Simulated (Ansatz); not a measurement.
AlGaAs2:
Space group P-4m2 (No. 115); a = 4.0142 Å, b = 4.0142 Å, c = 5.6662 Å, α = 90.00°, β = 90.00°, γ = 90.00°

```csv
atom,site,symmetry,x,y,z
Ga,1a,-4m2,0.0000,0.0000,0.0000
As,2g,2mm.,0.5000,0.0000,0.2506
Al,1c,-4m2,0.5000,0.5000,0.5000
```

Relaxed with r²SCAN. Plane-wave PAW r²SCAN (Ansatz code) gives a gap of 1.47 eV.

What gap does HSE06 give on the same cell (Ansatz, PAW)?

1.85 eV, 0.38 eV more. The hybrid was solved on a coarser mesh and at special points; the gap given is the minimum over both.

```tsv
k	v1 r²SCAN	c1 r²SCAN	v1 HSE06	c1 HSE06
Γ	0.00	1.55	…	…
Z	-1.43	2.38	…	…
M	-2.46	1.80	…	…
A	-3.11	4.88	…	…
R	-0.95	1.47	-0.98	1.85
X	-1.05	3.30	-1.09	3.76
```

Top valence (v1) and lowest conduction level (c1) in eV from each method's valence maximum (which need not be a listed point): supply the withheld HSE06 values.


- Γ, v1 HSE06: 0.00
- Γ, c1 HSE06: 1.92
- A, v1 HSE06: -3.28
- A, c1 HSE06: 5.25
- M, v1 HSE06: -2.59
- M, c1 HSE06: 2.09
- Z, v1 HSE06: -1.50
- Z, c1 HSE06: 2.77

Cost on shared cores: the r²SCAN run (SCF on a 7×7×5 mesh, then bands and DOS) roughly 110 core-seconds, the HSE06 run (SCF on 5×5×4, then a few points) about 4 core-minutes (a rough figure); the tasks are unlike.

The start of the workflow was typed in or built on a structure type; neither database checked (COD, Materials Project) lists it. Its standing as an ambient phase is unchecked. The cell was relaxed with r²SCAN under the symmetry of its start; whether a distortion lowers the energy is not shown. Spin–orbit coupling is left out wherever it is not named.

Potentials: the later of the program's two PAW sets.
